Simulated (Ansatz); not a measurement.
Te2W in space group P6_3/mmc (No. 194; Te on 4f, W on 2c), LDA (plane waves, PAW; program Ansatz). The conduction-band minimum lies on the K–Γ line, 42 % of the way from K, with 6 equivalent valleys. Second derivatives d²E/dk² of the lowest band at one valley (eV·Å²), along Cartesian directions:

```tsv
direction	d²E/dk²
[100]	17.30
[010]	21.65
[001]	21.15
[110]	23.28
[101]	19.23
[011]	21.41
```

Task: Find the principal effective masses, the density-of-states mass and the conductivity mass.

Result: Off-diagonal terms follow from H_xy = H[110] − (H_xx + H_yy)/2, and m*/mₑ = 7.620 eV·Å² over each eigenvalue: 0.32, 0.36, 0.50. One valley's DOS mass (m₁m₂m₃)^(1/3) = 0.39, conductivity mass 3/(Σ 1/mᵢ) = 0.38 mₑ.

Task: What effective density of states Nc follows at 300 K for parabolic valleys?

Result: Nc = 2.509e19 × 6 × (0.39)^(3/2) ≈ 3.7e19 cm⁻³.

The workflow started from a Materials Project entry (that database holds measured and hypothetical structures alike); the Crystallography Open Database copy checked does not list it. COD files the formula under space group No. 31. Its standing as an ambient phase is unchecked. Symmetry was held in the LDA relaxation; whether a distortion lowers the energy is not shown. No spin polarisation was allowed. A crystal of weakly bound layers computed without a dispersion correction: the cell and the soft elastic constants depend strongly on that. Scalar-relativistic: spin–orbit coupling is off unless named, which matters more the heavier the elements.

Potentials: the earlier of the program's two PAW sets. The files were generated under PBE; for other functionals the program regenerates the frozen cores, and for LDA and PBEsol the local potential too.

Edges and masses are those of Kohn–Sham bands, whose gap is no quasiparticle gap.
